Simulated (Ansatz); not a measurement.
Put Sn2Se in Fm-3m (No. 225): Sn on 8c; Se on 4b.

Computed with Ansatz 0.2.0, DFT PBE, scalar-relativistic, plane waves, PAW. Cutoff 420 eV, Γ-centred mesh, Gaussian smearing, no spin polarisation.

Energies over the elements count from the elements' standard structures at the same level, with no fitted energy shifts. The references include grey tin.

Question: Predict the relaxed structure.

Answer:

Space group Fm-3m (No. 225). a = 7.175 Å, b = 7.175 Å, c = 7.175 Å, α = 90.00°, β = 90.00°, γ = 90.00°
| atom | site | symmetry | x | y | z |
| --- | --- | --- | --- | --- | --- |
| Sn | 8c | -43m | 0.2500 | 0.7500 | 0.7500 |
| Se | 4b | m-3m | 0.5000 | 0.0000 | 0.0000 |

It has the anti-fluorite type. Sn is surrounded by 4 Se at 3.11 Å and 6 Sn at 3.59 Å; Se has 8 Sn at 3.11 Å.

Question: Where does its energy lie, and is it a metal?

Answer: The formation energy is +0.19 eV/atom and the gap on the 12×12×12 mesh of the 3-atom cell is 0 eV (a metal). A positive value: parting into the elements would lower its energy.

The last run used Gaussian smearing of 0.10 eV. The reference form of Se is held partly by dispersion forces, which this level lacks. A structure relaxed within its symmetry needn't be a true minimum. Another cell of Sn2Se relaxed alike, in P4/nmm, lies 0.41 eV/atom lower, so this cell isn't the stable form at this level.
